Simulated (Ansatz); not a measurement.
CoC:
```
CoC
1.0
    4.03500     0.00000     0.00000
    0.00000     4.03500     0.00000
    0.00000     0.00000     4.03500
Co C
4 4
Direct
  0.07598   0.07598   0.07598
  0.57598   0.42402   0.92402
  0.92402   0.57598   0.42402
  0.42402   0.92402   0.57598
  0.81116   0.81116   0.81116
  0.31116   0.68884   0.18884
  0.18884   0.31116   0.68884
  0.68884   0.18884   0.31116
```

Relaxed with PBEsol. Special points in fractions of this cell's reciprocal vectors: Γ (0.000, 0.000, 0.000); X (0.000, 0.500, 0.000); M (0.500, 0.500, 0.000); R (0.500, 0.500, 0.500); X1 (0.500, 0.000, 0.000).

**Question.** List the band energies nearest the Fermi level at these points for PBEsol in the plane-wave PAW code Ansatz.

**Answer.** In eV from the Fermi level; about four levels below and three above (degenerate sets whole), none deeper than 8.9 eV; points with the same levels are listed once.

| k | below | above |
|---|---|---|
| Γ | -1.26 -1.26 -1.26 -0.01 -0.01 -0.01 | 1.93 1.93 2.00 2.00 2.00 |
| X | -0.93 -0.93 -0.27 -0.27 | 1.01 1.01 1.70 1.70 |
| M | -1.76 -1.76 -1.13 -1.13 | 0.29 0.29 0.52 0.52 |
| R | -0.43 -0.43 -0.43 -0.43 | 3.42 3.42 3.42 3.42 |

Space group P2_13. The start of the workflow was typed in or built on a structure type; neither database checked (COD, Materials Project) lists it. Its standing as an ambient phase is unchecked. The cell was relaxed with PBEsol under the symmetry of its start; its stability against distortions is not shown here. The workflow began spin-polarised and lost its moments. The volume moved by 39 % from the start of the relaxation. Its formation energy is positive at this level, so the cell may be metastable or incomplete.

Potentials: the earlier of the program's two PAW sets. The files were generated under PBE; for other functionals the program regenerates the frozen cores, and for LDA and PBEsol the local potential too.
